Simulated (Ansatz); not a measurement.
## BaAl₂B₄, before and after

Recipe of this trial structure of BaAl₂B₄: random cell by space group and Wyckoff sites (P6/mmm, No. 191). The dimensions are guesses.

start.xyz

```xyz
7
Lattice="3.9558 0.0000 0.0000 -1.9779 3.4259 0.0000 0.0000 0.0000 7.0478" Properties=species:S:1:pos:R:3 pbc="T T T"
Ba    0.0000    0.0000    0.0000
Al    0.0000    0.0000    4.6095
Al    0.0000    0.0000    2.4383
B     0.0000    2.2839    6.5342
B     1.9779    1.1420    6.5342
B     1.9779    1.1420    0.5136
B     0.0000    2.2839    0.5136
```

The calculation used DFT PBE, scalar-relativistic, plane waves, PAW (Ansatz). Cutoff 420 eV, Gaussian smearing, Γ-centred meshes. Cell and atoms relax first on a coarse mesh and then on a finer one. In between, the cell is made exact in the group found at 0.06 Å. In metals the finer mesh still leaves noise of several meV/atom or more. The steps can't lower the symmetry of their start. No spin polarisation.

end.xyz

```xyz
7
Lattice="3.1811 0.0000 0.0000 -1.5906 2.7549 0.0000 0.0000 0.0000 10.3029" Properties=species:S:1:pos:R:3 pbc="T T T"
Ba    0.0000    0.0000    0.0000
Al    0.0000    0.0000    6.4379
Al    0.0000    0.0000    3.8650
B     0.0000    1.8366    7.8191
B     1.5906    0.9183    7.8191
B     1.5906    0.9183    2.4838
B     0.0000    1.8366    2.4838
```

The symmetry stays P6/mmm (No. 191). The volume per atom shrinks by 5.5 %, from 13.6 to 12.9 Å³. The shortest distance goes from 1.03 Å (B–B) to 1.84 Å (B–B). The ratio c/a of the conventional cell changes by a factor of 1.82. The energy falls by about 5.6 eV/atom (the start's value is from the coarse mesh). The end is written in a standard setting, so origin, axes and order of atoms can differ from the start's.

```yaml
Volume_per_atom: 12.90 Å³
Density: 4.31 g/cm³
Formation_energy: +0.05 eV/atom
Gap_on_the_15×15×4_mesh_of_the_7-atom_cell: 0 eV (a metal)
```

The zero of energy is the elements' standard structures at the same level; no fitted shifts are applied. It can't be a ground state, since the elements alone are lower.

The last run used Gaussian smearing of 0.10 eV. A structure relaxed within its symmetry needn't be a true minimum. In all, the 3 runs took 2 min on 1 thread of Arm Neoverse V2, on a shared host.
